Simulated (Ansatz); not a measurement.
Nb4GaSe8 in space group F-43m (No. 216; Nb on 16e, Ga on 4c, Se on 16e, Se on 16e) under volume change, r²SCAN in the plane-wave PAW code Ansatz, shape and atoms relaxed at each volume.

| V (Å³/atom) | E − E(relaxed) (meV/atom) | P (GPa) |
|---|---|---|
| 20.195 | 50.7 | 8.95 |
| 20.861 | 21.1 | 5.41 |
| 21.527 | 5.0 | 2.46 |
| 22.192 | 0.0 | 0.00 |
| 22.858 | ? | ? |
| 23.524 | 16.4 | -3.73 |
| 24.190 | ? | ? |

### Question
Fill in the missing entries.

### Answer

- 24.190, E − E(relaxed) (meV/atom): 34.9
- 24.190, P (GPa): -5.11
- 22.858, E − E(relaxed) (meV/atom): 4.4
- 22.858, P (GPa): -2.04

### Question
What does a third-order Birch–Murnaghan fit give for V₀, B₀ and B′?

### Answer
V₀ = 22.19 Å³/atom, B₀ = 74.3 GPa, B′ = 5.2.

The workflow started from a Materials Project entry (that database holds measured and hypothetical structures alike); the Crystallography Open Database files this formula in space group No. 216, but the cells were not matched. Its standing as an ambient phase is unchecked. The r²SCAN relaxation kept the symmetry of its start; whether a distortion lowers the energy is not shown. No spin polarisation was allowed.

Potentials: the later of the program's two PAW sets.
